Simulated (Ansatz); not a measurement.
Zr2Ga under pressure: fit and missing row

Zr2Ga, I4/mcm, a = 6.704 Å, c = 5.432 Å. The structure is a COD entry; whether it is the stable form wasn't checked. Ansatz: r2SCAN, PAW, 500 eV, Γ-centred 8×8×8 mesh on 6 atoms, Gaussian smearing 0.10 eV; no spin polarisation. Cell and atoms are relaxed at each pressure, and no other structure is tried, so the rows at high pressure may lie past a change of phase.

| V (Å³/atom) | P (GPa) |
| --- | --- |
| ? | 89.97 |
| 15.482 | 49.99 |
| 17.249 | 24.99 |
| 18.585 | 12.01 |
| 19.682 | 3.97 |
| 20.172 | 1.00 |
| 20.348 | 0.02 |
| 20.536 | -1.00 |

Task: Take V0 = 20.348 Å³/atom, count pressures from its P0 = 0.02 GPa, fit the third-order Birch–Murnaghan form to the other rows, and predict the missing volume.

Result: With the Eulerian strain f = ½[(V0/V)^(2/3) − 1] and y = (P − P0)/[3f(1 + 2f)^(5/2)], the form is the line y = B0 + 1.5 B0 (B0′ − 4) f. Rows (f, y): 0.09993, 105.7; 0.05822, 108.6; 0.03114, 110.4; 0.01122, 111.0; 0.00290, 111.0; -0.00306, 112.8. Means f = 0.03339, y = 109.92; Σ(Δf)² = 0.007799, ΣΔfΔy = -0.4765; the slope is their ratio. y = 112.0 − 61.10 f GPa, so B0 = 112.0 GPa and B0′ = 4 + 2 × (-61.10)/(3 × 112.0) = 3.64. P = 89.97 GPa is met at f = 0.15088 (y = 102.78), so V = V0 (1 + 2f)^(−3/2) = 13.700 Å³/atom. The run gave 13.661 Å³/atom, so the fit is 0.039 Å³/atom too high, 0.57 % of the span of the series, against an rms of 0.003 Å³/atom on the fitted rows. The row lies outside the fitted range. The points of y bend away from a line: a fourth-order term fitted to them gives P = 90.34 GPa at this row's volume (the line 91.07, the run 89.97).

The mesh isn't the same in all rows (8×8×8, 10×10×10).